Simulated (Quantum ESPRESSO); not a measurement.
Mg4S3O (made-up cell), Al3ZnAs3S (made-up cell) (calculated)

Calculation on a made-up crystal cell, not a measurement: periodic Kohn-Sham density functional theory in plane waves with PseudoDojo standard norm-conserving scalar-relativistic pseudopotentials, each functional with its own files (v0.5 for PBE, v0.4.1 for LDA and PBEsol), no spin polarisation, no spin-orbit coupling, atoms not relaxed, stress positive in tension, energies less a fixed whole-eV offset for each atom's element; levels are Kohn-Sham levels at fractions of this cell's reciprocal vectors, counted from the reference band (half the neutral cell's valence electrons, rounded up) at Gamma; error bars cover cutoff and k-mesh only, not smearing or the files; added strain carries the atoms with the cell, and shear is the tensor component; each bar is the largest change over components, and at least 0.002 eV, 0.002 eV per angstrom or 0.02 GPa; energies are for the whole cell, and the offsets were chosen from early runs and are not element reference energies. Program: Quantum ESPRESSO 7.5.

Common to all runs: lattice type zincblende/diamond; functional pbe; cutoff 1143 eV; fermi dirac smearing 0.025 eV; scf tolerance 1e-07 eV; electrons removed 0; k mesh 4 x 4 x 4, shifted by half a step.

```json
{"entry": 1, "formula": "Mg4S3O", "kind": "made-up cell", "structure": {"cell_angstrom": [[5.8616, 0.0031, 0.0451], [0.0031, 5.8048, 0.0057], [0.0451, 0.0057, 5.756]], "atoms_fractional": [["Mg", 0.02145, 0.00601, 0.0058], ["Mg", -0.00371, 0.49861, 0.50984], ["Mg", 0.49939, 0.02401, 0.48382], ["Mg", 0.49154, 0.49366, 0.03504], ["S", 0.27932, 0.24991, 0.23912], ["S", 0.26849, 0.7429, 0.74982], ["O", 0.73804, 0.24255, 0.7658], ["S", 0.71572, 0.74793, 0.24242]]}, "given": {"atom_site": [1, 2, 3, 4, 5, 6, 7, 8], "atom_energy_offset [eV]": [-1617, -1617, -1617, -1617, -302, -302, -452, -302]}, "results": {"free_energy_less_offsets [eV]": 4.838, "smearing_term_minus_ts [eV]": 0.0, "scf_iterations": 11, "pressure [GPa]": -5.476, "stress_xx [GPa]": 6.252, "stress_yy [GPa]": 4.493, "stress_zz [GPa]": 5.681, "stress_yz [GPa]": 1.063, "stress_xz [GPa]": 0.4144, "stress_xy [GPa]": -1.274, "force_site": [1, 2, 3, 4, 5, 6, 7, 8], "force_x [eV/angstrom]": [-1.254, -0.8391, 1.249, 1.442, -2.24, -0.5369, 0.4996, 1.679], "force_y [eV/angstrom]": [0.1129, -0.4483, -0.1693, 0.2277, -0.5663, 0.1701, 0.1741, 0.4989], "force_z [eV/angstrom]": [-1.021, 0.7409, 1.939, -2.723, 0.9434, -0.06953, -0.4358, 0.6265], "reference_band": 32, "level_k_point": ["Gamma", "(1/2,1/2,1/2)", "(0.15,0,0)", "(0,0.15,0)", "(0,0,0.15)"], "next_band_up [eV]": [1.688, 3.104, 2.014, 2.036, 2.026], "error_bar_energy [eV]": 0.002066, "error_bar_stress [GPa]": 0.02, "error_bar_force [eV/angstrom]": 0.004129, "error_bar_next_band_up [eV]": 0.002, "error_bars_from": "tighter rerun of a related cell"}}
{"entry": 2, "formula": "Mg4S3O", "kind": "made-up cell", "structure": {"cell_angstrom": [[5.8616, 0.0031, 0.0451], [0.0031, 5.8048, 0.0057], [0.0451, 0.0057, 5.756]], "atoms_fractional": [["Mg", 0.02145, 0.00601, 0.0058], ["Mg", -0.00371, 0.49861, 0.50984], ["Mg", 0.49939, 0.02401, 0.48382], ["Mg", 0.49154, 0.49366, 0.03504], ["S", 0.27932, 0.24991, 0.23912], ["S", 0.26849, 0.7429, 0.74982], ["S", 0.73804, 0.24255, 0.7658], ["O", 0.71572, 0.74793, 0.24242]]}, "given": {"atom_site": [1, 2, 3, 4, 5, 6, 7, 8], "atom_energy_offset [eV]": [-1617, -1617, -1617, -1617, -302, -302, -302, -452]}, "results": {"free_energy_less_offsets [eV]": 4.559, "smearing_term_minus_ts [eV]": 0.0, "scf_iterations": 11, "pressure [GPa]": -5.915, "stress_xx [GPa]": 6.513, "stress_yy [GPa]": 5.832, "stress_zz [GPa]": 5.401, "stress_yz [GPa]": 2.521, "stress_xz [GPa]": 0.6997, "stress_xy [GPa]": -0.5847, "force_site": [1, 2, 3, 4, 5, 6, 7, 8], "force_x [eV/angstrom]": [-1.008, -0.6264, 1.29, 2.239, -2.234, -0.5189, 0.6089, 0.2492], "force_y [eV/angstrom]": [-0.9128, 0.6051, -1.944, 2.533, -0.5686, 0.172, 0.1677, -0.05275], "force_z [eV/angstrom]": [-0.03301, -0.3309, 0.1071, -0.6854, 0.9728, -0.07621, -0.2221, 0.2677], "reference_band": 32, "level_k_point": ["Gamma", "(1/2,1/2,1/2)", "(0.15,0,0)", "(0,0.15,0)", "(0,0,0.15)"], "next_band_up [eV]": [1.631, 3.028, 1.958, 1.96, 1.988], "error_bar_energy [eV]": 0.002066, "error_bar_stress [GPa]": 0.02, "error_bar_force [eV/angstrom]": 0.004129, "error_bar_next_band_up [eV]": 0.002, "error_bars_from": "tighter rerun of a related cell"}}
{"entry": 3, "formula": "Al3ZnAs3S", "kind": "made-up cell", "structure": {"cell_angstrom": [[5.9215, 0.0374, -0.0044], [0.0374, 5.8443, -0.0257], [-0.0044, -0.0257, 5.9004]], "atoms_fractional": [["Zn", -0.00776, -0.00438, -0.00333], ["Al", -0.00246, 0.49959, 0.50528], ["Al", 0.50381, -0.00078, 0.4971], ["Al", 0.49492, 0.50109, 0.00014], ["As", 0.24891, 0.25054, 0.25358], ["S", 0.24442, 0.75366, 0.74843], ["As", 0.72585, 0.25678, 0.7558], ["As", 0.74621, 0.7493, 0.25019]]}, "given": {"atom_site": [1, 2, 3, 4, 5, 6, 7, 8], "atom_energy_offset [eV]": [-5687, -64, -64, -64, -2887, -302, -2887, -2887]}, "results": {"free_energy_less_offsets [eV]": 2.716, "smearing_term_minus_ts [eV]": 0.0, "scf_iterations": 11, "pressure [GPa]": -5.94, "stress_xx [GPa]": 6.205, "stress_yy [GPa]": 5.57, "stress_zz [GPa]": 6.044, "stress_yz [GPa]": -0.8326, "stress_xz [GPa]": 0.3219, "stress_xy [GPa]": 0.8807, "force_site": [1, 2, 3, 4, 5, 6, 7, 8], "force_x [eV/angstrom]": [-0.2122, -0.2705, -0.2602, -0.3433, -0.2146, 0.2012, 0.9348, 0.1649], "force_y [eV/angstrom]": [0.477, -0.1661, 0.2537, 0.1599, -0.06364, -0.269, -0.3202, -0.07164], "force_z [eV/angstrom]": [0.325, -0.09847, -0.06382, 0.512, -0.1584, -0.1595, -0.3216, -0.03524], "reference_band": 40, "level_k_point": ["Gamma", "(1/2,1/2,1/2)", "(0.15,0,0)", "(0,0.15,0)", "(0,0,0.15)"], "next_band_up [eV]": [0.5112, 0.929, 1.112, 1.136, 1.129], "error_bar_energy [eV]": 0.006179, "error_bar_stress [GPa]": 0.02, "error_bar_force [eV/angstrom]": 0.002, "error_bar_next_band_up [eV]": 0.002, "error_bars_from": "tighter rerun of this cell"}}
{"entry": 4, "formula": "Al3ZnAs3S", "kind": "made-up cell", "structure": {"cell_angstrom": [[5.9215, 0.0374, -0.0044], [0.0374, 5.8443, -0.0257], [-0.0044, -0.0257, 5.9004]], "atoms_fractional": [["Zn", -0.00776, -0.00438, -0.00333], ["Al", -0.00246, 0.49959, 0.50528], ["Al", 0.50381, -0.00078, 0.4971], ["Al", 0.49492, 0.50109, 0.00014], ["As", 0.24891, 0.25054, 0.25358], ["S", 0.24442, 0.75366, 0.74843], ["As", 0.72838, 0.25676, 0.7558], ["As", 0.74621, 0.7493, 0.25019]]}, "given": {"atom_site": [1, 2, 3, 4, 5, 6, 7, 8], "atom_energy_offset [eV]": [-5687, -64, -64, -64, -2887, -302, -2887, -2887]}, "results": {"stress_xz [GPa]": null}}
{"entry": 5, "formula": "Al3ZnAs3S", "kind": "made-up cell", "structure": {"cell_angstrom": [[5.9215, 0.0374, -0.0044], [0.0374, 5.8443, -0.0257], [-0.0044, -0.0257, 5.9004]], "atoms_fractional": [["Zn", -0.00776, -0.00438, -0.00333], ["Al", -0.00246, 0.49959, 0.50528], ["Al", 0.50381, -0.00078, 0.4971], ["Al", 0.49492, 0.50109, 0.00014], ["As", 0.24891, 0.25054, 0.25358], ["S", 0.24442, 0.75366, 0.74843], ["As", 0.74346, 0.25666, 0.75581], ["As", 0.74621, 0.7493, 0.25019]]}, "given": {"atom_site": [1, 2, 3, 4, 5, 6, 7, 8], "atom_energy_offset [eV]": [-5687, -64, -64, -64, -2887, -302, -2887, -2887]}, "results": {"stress_yz [GPa]": null, "stress_xx [GPa]": null, "pressure [GPa]": null, "stress_xz [GPa]": null}}
```

To be estimated
1. Estimate the stress xz of Al3ZnAs3S (made-up cell) (entry 4).
2. What stress yz does the calculation give for Al3ZnAs3S (made-up cell) (entry 5)?
3. Al3ZnAs3S (made-up cell) (entry 5): stress xx?
4. Estimate the pressure of Al3ZnAs3S (made-up cell) (entry 5).
5. What stress xz does the calculation give for Al3ZnAs3S (made-up cell) (entry 5)?
6. Give the table of levels values for Al3ZnAs3S (made-up cell) (entry 5).

Answers
1. 0.3168 GPa
2. -0.5138 GPa
3. 6.291 GPa
4. -6.048 GPa
5. 0.2938 GPa
6. 
Levels:
```tsv
level k point	next band up (eV)
Gamma	0.5075
(1/2,1/2,1/2)	0.9116
(0.15,0,0)	1.116
(0,0.15,0)	1.13
(0,0,0.15)	1.126
```

Further results for Al3ZnAs3S (made-up cell) (entry 4):

```
free energy less offsets : 2.703 eV
smearing term minus ts   : 0 eV
scf iterations           : 11
pressure                 : -5.963 GPa
stress xx                : 6.219 GPa
stress yy                : 5.597 GPa
stress zz                : 6.072 GPa
stress yz                : -0.7849 GPa
stress xy                : 0.8659 GPa
reference band           : 40
error bar energy         : 0.006179 eV
error bar stress         : 0.02 GPa
error bar force          : 0.002 eV/Å
error bar next band up   : 0.002 eV
error bars from          : tighter rerun of a related cell
```

Forces:
```tsv
site	x (eV/Å)	y (eV/Å)	z (eV/Å)
1	-0.2	0.4675	0.333
2	-0.2524	-0.1556	-0.1107
3	-0.2328	0.2709	-0.04761
4	-0.3069	0.1328	0.4835
5	-0.2061	-0.06288	-0.1566
6	0.2135	-0.2705	-0.159
7	0.824	-0.3098	-0.308
8	0.1607	-0.07241	-0.0346
```

Levels:
```tsv
level k point	next band up (eV)
Gamma	0.5155
(1/2,1/2,1/2)	0.9308
(0.15,0,0)	1.117
(0,0.15,0)	1.14
(0,0,0.15)	1.133
```

Further results for Al3ZnAs3S (made-up cell) (entry 5):

```
free energy less offsets : 2.659 eV
smearing term minus ts   : 0 eV
scf iterations           : 11
stress yy                : 5.686 GPa
stress zz                : 6.168 GPa
stress xy                : 0.7793 GPa
reference band           : 40
error bar energy         : 0.006179 eV
error bar stress         : 0.02 GPa
error bar force          : 0.002 eV/Å
error bar next band up   : 0.002 eV
error bars from          : tighter rerun of a related cell
```

Forces:
```tsv
site	x (eV/Å)	y (eV/Å)	z (eV/Å)
1	-0.1158	0.3968	0.3918
2	-0.1295	-0.0796	-0.196
3	-0.07684	0.3605	0.03815
4	-0.09994	-0.01008	0.3326
5	-0.1552	-0.05853	-0.1467
6	0.2869	-0.2783	-0.1564
7	0.1545	-0.2554	-0.2318
8	0.1359	-0.07531	-0.0316
```
